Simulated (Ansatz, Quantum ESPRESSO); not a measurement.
# One calculation of NiMoIrPdW, 3 ways

```xyz
5
Lattice="2.7608 0.0000 0.0000 -1.3804 2.3909 0.0000 0.0000 0.0000 11.3405" Properties=species:S:1:pos:R:3 pbc="T T T"
Ni    0.0000    0.0000    8.0423
Mo    1.3804    0.7970    3.3369
Pd    1.3804    0.7970   10.1952
Ir    0.0000    0.0000    1.2025
W     1.3804    0.7970    6.0015
```

The cell comes from a database or a generator and needn't be the stable form of this composition.

Alike in all runs: task projected density of states; functional PBE; k mesh 11 × 11 × 3; occupations fermi-dirac, width 0.05 eV; collinear spin, ferromagnetic start; no spin-orbit coupling. Pressure is positive in compression and, in plane waves, holds the error of the finite cutoff, which Ansatz's Pulay term estimates and takes out.

| program and potentials | plane-wave cutoff (eV) | notes | pressure (GPa) | net moment per atom (μB) | largest force (eV/Å) |
| --- | --- | --- | --- | --- | --- |
| Ansatz, Ansatz PAW | 420 | 16.2 valence electrons an atom on average; Pulay term of +0.06 GPa included | -0.19 | 0.00 | 0.281 |
| Ansatz, all-electron LAPW, scalar-relativistic | - | - | -0.20 | 0.00 | 0.284 |
| Quantum ESPRESSO, SSSP 1.3 efficiency PBE | 816 | 15.8 valence electrons an atom on average | -0.35 | 0.00 | 0.294 |

Force on atom 2 (Mo), eV/Å:

```tsv
program and potentials	x	y	z
Ansatz, Ansatz PAW	0.000	0.000	0.281
Ansatz, all-electron LAPW, scalar-relativistic	0.000	0.000	0.284
Quantum ESPRESSO, SSSP 1.3 efficiency PBE	0.000	0.000	0.294
```

The pressure spans -0.35 (Quantum ESPRESSO, SSSP 1.3 efficiency PBE) to -0.19 GPa (Ansatz, Ansatz PAW), with all-electron results at -0.20. All agree on the net moment per atom. The state is the one that the start led to, which needn't be the lowest.

Differences between rows come from potentials, basis sets and numerical settings, since the functional is the same but for its coding. Runs on potential files found faulty are left out.
